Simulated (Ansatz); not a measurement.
Cu₃N in space group Pm-3m (No. 221; N on 1a, Cu on 3d) at seven volumes, the program Ansatz at the LDA level (PAW), scaled uniformly. One row is withheld.

```json
[
 {"V (Å³/atom)": "11.719", "P (GPa)": "17.55"},
 {"V (Å³/atom)": "12.105", "P (GPa)": "10.69"},
 {"V (Å³/atom)": "12.492", "P (GPa)": "?"},
 {"V (Å³/atom)": "12.878", "P (GPa)": "0.01"},
 {"V (Å³/atom)": "13.265", "P (GPa)": "-4.12"},
 {"V (Å³/atom)": "13.651", "P (GPa)": "-7.60"},
 {"V (Å³/atom)": "14.037", "P (GPa)": "-10.53"}
]
```

Q: Fit the shown pressures and predict the withheld one.

A: P = (3/2)B₀(x^(7/2) − x^(5/2))[1 + (3/4)(B′ − 4)(x − 1)] with x = (V₀/V)^(2/3). Least squares on the six rows gives V₀ = 12.879 Å³/atom, B₀ = 149 GPa, B′ = 4.64. At V = 12.492, x = 1.0205 and P = 4.88 GPa. The run itself gave 4.89 GPa.

The cell was relaxed with LDA under the symmetry of its start; of distortions, only those at the zone centre were tested. The run is not spin-polarised. The volume moved by 16 % from the start of the relaxation. Its formation energy is positive at this level, so the cell may be metastable or incomplete.

Potentials: the later of the program's two PAW sets.
